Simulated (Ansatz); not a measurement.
LaHO$_{2}$:
```xyz
8
Lattice="4.4475 0.0000 0.0000 0.0000 3.9428 0.0000 -1.9130 0.0000 6.1332" Properties=species:S:1:pos:R:3 pbc="T T T"
La     0.1430     2.9571     4.2495
La     2.3915     0.9857     1.8838
H     -1.6837     0.9857     5.7085
H      4.2182     2.9571     0.4247
O      0.1844     0.9857     2.8357
O      2.3501     2.9571     3.2975
O     -0.7225     0.9857     5.7659
O      3.2570     2.9571     0.3674
```

Relaxed with r²SCAN.

**Question.** Give the Bader charges and basin volumes of the independent atoms, the program Ansatz at the r²SCAN level (PAW).

**Answer.** 

| atom | Bader charge (e) | Bader volume (Å³) |
|---|---|---|
| La1 | +2.15 | 19.0 |
| H3 | +0.54 | 3.1 |
| O5 | -1.38 | 15.4 |
| O7 | -1.32 | 16.2 |

Space group P2_1/m. The workflow started from a Materials Project entry (that database holds measured and hypothetical structures alike); the Crystallography Open Database copy checked does not list it. Its standing as an ambient phase is unchecked. The cell was relaxed with r²SCAN under the symmetry of its start; its stability against distortions is not shown here. Scalar-relativistic: spin–orbit coupling is off unless named, which matters more the heavier the elements.

Potentials: the later of the program's two PAW sets.
